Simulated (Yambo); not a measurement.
Given:

```xyz
4
Lattice="3.8641 0.0000 0.0000 -1.9321 3.3464 0.0000 0.0000 0.0000 6.3783" Properties=species:S:1:pos:R:3 pbc="T T T"
Si     0.0000     2.2310     0.4009
Si     1.9321     1.1155     5.9775
Si     1.9321     1.1155     3.5900
Si     0.0000     2.2310     2.7883
```

Workflow: PBEsol (pw.x of Quantum ESPRESSO, ONCV potentials, without SOC), then G0W0 in Yambo (6×6×2 Γ-centred k mesh, 176 bands and a 10 Ry block in the screening, 176 bands in G with the Bruneval-Gonze terminator, plasmon pole fitted at 27.2 eV).

Task: Give the PBEsol and G0W0 gaps between the band edges found on this mesh, and say where the edges lie.

Result: Edges: Γ → M. PBEsol: 0.35 eV; G0W0: 1.03 eV. Convergence of the G0W0 settings was not tested. 

Geometry strained from the cell relaxed with PBEsol, atoms relaxed again.

This is not the ordinary phase of the substance; no match was found in the copy of COD used, and its stability was not checked.
